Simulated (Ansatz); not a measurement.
# Computed energy against volume: Pb (fcc, Cu type)

Pb (fcc, Cu type)

```cif
data_Pb4
_chemical_formula_sum 'Pb4'
_space_group_name_H-M_alt 'Fm-3m'
_space_group_IT_number 225
_space_group_name_Hall '-F 4 2 3'
_cell_length_a 5.03392
_cell_length_b 5.03392
_cell_length_c 5.03392
_cell_angle_alpha 90.000
_cell_angle_beta 90.000
_cell_angle_gamma 90.000
loop_
_atom_site_label
_atom_site_type_symbol
_atom_site_symmetry_multiplicity
_atom_site_Wyckoff_symbol
_atom_site_fract_x
_atom_site_fract_y
_atom_site_fract_z
_atom_site_occupancy
Pb1 Pb 4 a 0.00000 0.00000 0.00000 1
```
(The calculation used a cell of 1 atom; values per cell refer to that cell.)

This relaxed cell (volume V₀) is scaled evenly in all directions, its shape held. Symmetry pins the atoms to their sites.

Method: PBE (plane waves to 420 eV, PAW, scalar-relativistic; Ansatz, an electronic-structure program). k mesh 16×16×16 (Γ-centred), Fermi-Dirac smearing 0.05 eV. E stands for the smeared free energy. Compression counts positive. Pb was relaxed with its symmetry unable to fall. Spin-orbit coupling is left out, though Pb is heavy. The relaxed volume of Pb is well above the measured one; the method has no dispersion term. ΔE is measured from the relaxed starting cell.

```tsv
V/V₀	ΔE (eV/atom)	P (GPa)
0.900	0.050	5.6
0.917	0.034	4.4
0.933	0.021	3.3
0.950	0.011	2.4
0.967	0.005	1.5
0.983	0.001	0.7
1.000	0.000	0.0
1.017	0.001	-0.6
1.033	0.004	-1.2
1.050	0.009	-1.7
1.067	0.015	-2.2
1.083	0.023	-2.6
1.100	0.033	-3.0
```

What the scan shows:

```
Property                                                  Result
-------------------------------------------------  -------------
Pressure at the smallest volume                          5.6 GPa
Energy cost of the largest compression               50 meV/atom
Energy cost of the largest expansion                 33 meV/atom
Bulk modulus B₀ (third-order Birch-Murnaghan fit)       40.2 GPa
Pressure derivative B₀′ (fit)                                5.3
Equilibrium volume of the fit                      31.90 Å³/atom
Pressure for 5 % compression (fit)                       2.4 GPa
```

(Under strain, the slope of the energy per volume gives the stress and its curvature an elastic modulus.)
